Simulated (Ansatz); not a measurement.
YHO₂:
```cif
data_H2O4Y2
_chemical_formula_sum 'Y2 H2 O4'
_space_group_name_H-M_alt 'P 1'
_space_group_IT_number 1
_cell_length_a 4.27682
_cell_length_b 3.60861
_cell_length_c 5.92262
_cell_angle_alpha 90.000
_cell_angle_beta 108.932
_cell_angle_gamma 90.000
loop_
_space_group_symop_operation_xyz
  'x, y, z'
loop_
_atom_site_label
_atom_site_type_symbol
_atom_site_fract_x
_atom_site_fract_y
_atom_site_fract_z
_atom_site_occupancy
Y1 Y 0.33214 0.75000 0.68914 1
Y2 Y 0.66786 0.25000 0.31086 1
H1 H 0.01481 0.25000 0.92295 1
H2 H 0.98519 0.75000 0.07705 1
O1 O 0.23388 0.25000 0.44899 1
O2 O 0.76612 0.75000 0.55101 1
O3 O 0.24892 0.25000 0.93888 1
O4 O 0.75108 0.75000 0.06112 1
```

Relaxed with PBEsol. PBEsol in the plane-wave PAW code Ansatz gives a gap of 4.11 eV.

**Question.** What gap does HSE06 give on the same cell (Ansatz, PAW)?

**Answer.** 5.82 eV, 1.70 eV more. The hybrid was solved on a coarser mesh and at special points; its gap is the smallest among all of these.

| k | v1 PBEsol | c1 PBEsol | v1 HSE06 | c1 HSE06 |
|---|---|---|---|---|
| Γ | -0.07 | 4.11 | -0.06 | 5.82 |
| Z | -0.58 | 4.98 | -0.63 | 6.66 |
| B | 0.00 | 5.10 | [?] | [?] |
| Y2 | -0.44 | 5.22 | -0.54 | 6.97 |
| C2 | -0.64 | 5.58 | [?] | [?] |
| D | -0.58 | 5.15 | [?] | [?] |
| A | -0.98 | 5.37 | -1.13 | 7.12 |
| E | -0.82 | 5.61 | [?] | [?] |

**Question.** Top valence (v1) and lowest conduction level (c1) in eV from each method's valence maximum (which need not be a listed point): supply the withheld HSE06 values.

**Answer.** 
- E, v1 HSE06: -0.90
- E, c1 HSE06: 7.36
- B, v1 HSE06: 0.00
- B, c1 HSE06: 6.78
- C2, v1 HSE06: -0.71
- C2, c1 HSE06: 7.33
- D, v1 HSE06: -0.65
- D, c1 HSE06: 6.84

Cost on shared cores: the PBEsol run (SCF on a 7×8×5 mesh, then bands and DOS) very roughly 70 core-seconds, the HSE06 run (SCF on 4×5×3, then a few points) roughly 4 core-minutes; the tasks are unlike.

Space group P2_1/m. The workflow started from a Materials Project entry (that database holds measured and hypothetical structures alike); the Crystallography Open Database copy checked does not list it. Whether it is the stable phase at ambient conditions was not checked. The cell was relaxed with PBEsol under the symmetry of its start; its stability against distortions is not shown here. The run is not spin-polarised. Scalar-relativistic: spin–orbit coupling is off unless named, which matters more the heavier the elements.

Potentials: the later of the program's two PAW sets.
